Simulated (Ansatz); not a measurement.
This cell of CuAu (CuAu type, space group P4/mmm) is off equilibrium:

```xyz
2
Lattice="2.9403 0.0000 0.0000 0.0000 2.9403 0.0000 0.0000 0.0000 3.5410" Properties=species:S:1:pos:R:3 pbc="T T T"
Cu     1.4702     1.4702     1.7705
Au     0.0000     0.0000     0.0000
```

Level of theory: PBE (plane waves to 420 eV, PAW, scalar-relativistic; Ansatz, a quantum-chemistry and plane-wave program). k mesh 16×16×13 (Γ-centred), Fermi-Dirac smearing 0.05 eV. E stands for the smeared free energy. Stress and pressure are positive under compression. With partly filled bands, the response to shear is sensitive to the k mesh, so small differences along c/a are uncertain. CuAu is run without spin polarisation. CuAu was relaxed with its symmetry unable to fall. Spin-orbit coupling is left out, though Au is heavy.

### Question
Give the stress tensor in GPa and the pressure.

### Answer
```
   -3.1      0.0      0.0
    0.0     -3.1      0.0
    0.0      0.0     -2.0
```
The pressure, a third of the trace, is -2.7 GPa.

### Question
It is the relaxed cell deformed to V/V₀ = 1.020, (c/a)/(c/a)₀ = 0.960, c along z, fractional positions held. What is its energy relative to the relaxed cell?

### Answer
4 meV/atom.

(Under strain, the slope of the energy per volume gives the stress and its curvature an elastic modulus.)
